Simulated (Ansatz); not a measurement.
MoP:
```
MoP
1.0
    2.97430     0.00000     0.00000
    0.00000     2.97430     0.00000
    0.00000     0.00000     2.97430
Mo P
1 1
Direct
  0.00000   0.00000   0.00000
  0.50000   0.50000   0.50000
```

Relaxed with PBEsol. Special points in fractions of this cell's reciprocal vectors: Γ (0.000, 0.000, 0.000); X (0.000, 0.500, 0.000); M (0.500, 0.500, 0.000); R (0.500, 0.500, 0.500).

List the band energies nearest the Fermi level at these points for PBEsol with spin–orbit coupling (plane waves, PAW; program Ansatz).

In eV from the Fermi level; about four levels below and three above (degenerate sets whole), none deeper than 8.9 eV; points with the same levels are listed once.

```
k                                below                          above
-  -----------------------------------  -----------------------------
Γ              -4.06 -4.06 -4.06 -4.06  0.26 0.26 0.48 0.48 0.48 0.48
X              -2.88 -2.88 -2.78 -2.78            1.70 1.70 3.17 3.17
M              -0.95 -0.95 -0.87 -0.87            2.31 2.31 2.64 2.64
R  -7.30 -7.30 -7.30 -7.30 -7.29 -7.29  3.25 3.25 3.42 3.42 3.42 3.42
```

Space group Pm-3m (CsCl type). A made-up cell: these elements were put on the sites of a structure type; neither database checked (COD, Materials Project) lists it. COD files the formula under space group No. 187. Whether it is the stable phase at ambient conditions was not checked. Symmetry was held in the PBEsol relaxation; its stability against distortions is not shown here. No spin polarisation was allowed.

Potentials: the earlier of the program's two PAW sets. The files were generated under PBE; for other functionals the program regenerates the frozen cores, and for LDA and PBEsol the local potential too.
